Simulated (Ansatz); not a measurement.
La$_{2}$O$_{3}$ (A-La2O3 type, space group P-3m1)

```
CELL_PARAMETERS angstrom
      3.90646     0.00000     0.00000
     -1.95323     3.38309     0.00000
      0.00000     0.00000     6.03942
ATOMIC_POSITIONS crystal
  La 0.33333 0.66667 0.24534
  La 0.66667 0.33333 0.75466
  O  0.00000 0.00000 0.00000
  O  0.33333 0.66667 0.64608
  O  0.66667 0.33333 0.35392
```

The slice is a (0001) plane (indices of the conventional cell) through the point (0.667, 0.333, 0.354) (fractional), spanned by u = [110] and v = [1 -1 0] in vectors of this cell: u (3.91 Å) and v (6.77 Å, at 90° to u). It covers one period; positions are fractions (u, v).

Calculation: PBEsol (plane waves to 420 eV, PAW, scalar-relativistic; Ansatz, a quantum-chemistry and plane-wave program). k mesh 10×10×6. Near the nuclei the fields are pseudised (PAW); where an atom keeps semicore shells as valence, they peak there. La2O3 is run without spin polarisation. La2O3 was relaxed with its symmetry unable to fall. The PAW data are Ansatz's earlier set.

### Question
Sketch the electron localisation function (ELF) on this plane as a map.

### Answer
```
|xxxx@@@@**::          ::**@@@@xx|
|xx@@@@%%**::          ::**%%@@@@|
|@@%%%%**==..          ..==**%%%%|
|----::::..              ..::::--|
|::::....                  ....::|
|****++--..              ..--++**|
|@@@@@@##==              ==##@@@@|
|@@@@@@@@++..    ..    ..++@@@@@@|
|@@@@@@@@++....--==--....++@@@@@@|
|@@@@@@%%--..--##%%##--..--%%@@@@|
|@@@@%%**::::##@@@@@@##::::**%%@@|
|@@@@##--::**@@@@xx@@@@**::--##@@|
|%%##==..--%%@@xxxxxx@@%%--..==##|
|==::....++@@xxxxxxxxxx@@++....::|
|      ::**@@@@xxxxxx@@@@**::    |
|      ::**%%@@@@xx@@@@%%**::    |
|      ..==**%%%%@@%%%%**==..    |
|        ..::::------::::..      |
|          ....::::::....        |
|        ..--++******++--..      |
|        ==##@@@@@@@@@@##==      |
|..    ..++@@@@@@@@@@@@@@++..    |
|==--....++@@@@@@@@@@@@@@++....--|
|%%##--..--%%@@@@@@@@@@%%--..--##|
|@@@@##::::**%%@@@@@@%%**::::##@@|
|xx@@@@**::--##@@@@@@##--::**@@@@|
|xxxx@@%%--..==##%%##==..--%%@@xx|
|xxxxxx@@++....::==::....++@@xxxx|
```
Scale: ten equal steps from 0.02 (start of ' ') to 0.84 (end of '@'), in the order ' .:-=+*#%@'. Values: electron localisation function (ELF). The map has 16 points along u (two characters each, u = 0 at the left) and 28 along v (v = 0 in the bottom row). Points within 0.5 Å of a nucleus are blanked (x), as the pseudised field means little there.
